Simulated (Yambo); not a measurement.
TlBiS2 (space group R-3m, No. 166), G0W0@LDA (Yambo, plasmon pole, terminator in G, 4×4×4 mesh): gap Γ → Γ in eV by bands and screening block.

| bands (W and G) | 2 Ry | 3 Ry | 4 Ry | 5 Ry | 6 Ry |
|---|---|---|---|---|---|
| 34 | 0.42 | 0.47 | 0.54 | 0.55 | 0.55 |
| 49 | 0.35 | 0.42 | ___ | 0.54 | 0.55 |
| 68 | 0.35 | 0.44 | 0.56 | 0.58 | 0.59 |
| 91 | ___ | 0.45 | 0.59 | 0.62 | 0.63 |
| 117 | 0.35 | 0.45 | ___ | – | 0.66 |

**Question.** Estimate the withheld gaps from their neighbours; the computed values follow.

**Answer.** 
- 49, 4 Ry: 0.53
- 91, 2 Ry: 0.34
- 117, 4 Ry: 0.61

The largest settings aren't shown to be the converged limit.

The standard potentials for Bi, Tl keep a d shell in the valence without the s and p states of that shell. In tests on such compounds this moved G0W0 gaps by up to about 0.9 eV, so absolute quasiparticle energies here are unreliable; differences between settings are what counts.

Spin-orbit coupling is not included.

Geometry of the Materials Project entry, not relaxed at this level; primitive cell a = b = c = 7.780 Å, α = β = γ = 30.73°.
